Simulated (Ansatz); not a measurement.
**Vibrational response of Ti5AlN6**

These are results of DFT PBE, scalar-relativistic, plane waves, PAW in Ansatz 0.2.0, not measurements. Plane waves to 420 eV; Γ-centred k mesh 12×12×4; Fermi-Dirac smearing of 0.15 eV. No spin polarisation. Phonons by linear response, acoustic sum rule imposed.

Relaxed structure:
```
CELL_PARAMETERS angstrom
2.98148 0.00000 0.00000
0.00000 2.98148 0.00000
0.00000 0.00000 12.73958
ATOMIC_POSITIONS crystal
Ti 0.50000 0.50000 0.16999
Ti 0.00000 0.00000 0.33155
Ti 0.50000 0.50000 0.50000
Ti 0.00000 0.00000 0.66845
Ti 0.50000 0.50000 0.83001
Al 0.00000 0.00000 0.00000
N 0.00000 0.00000 0.15985
N 0.50000 0.50000 0.33406
N 0.00000 0.00000 0.50000
N 0.50000 0.50000 0.66594
N 0.00000 0.00000 0.84015
N 0.50000 0.50000 0.00000
```

The cell was found from a structure generator's guess, not taken from experiment. In a metal, frequencies depend on the k mesh and the smearing, soft modes most.

Optical modes at Γ:
```
frequency (THz)  degeneracy
           4.32           2
           4.34           2
           6.19           1
           6.48           1
           6.95           2
           7.06           2
           7.63           2
           7.97           1
           8.86           1
          10.40           1
          11.46           2
          14.13           1
          15.38           2
          15.40           2
          15.62           2
          15.64           1
          16.34           1
          16.37           2
          16.38           2
          16.38           1
          17.38           1
          18.20           1
```

All 33 optical modes at Γ are real: no displacement of atoms at fixed cell lowers the energy to second order. Strains and modes at other wave vectors aren't tested by this run.
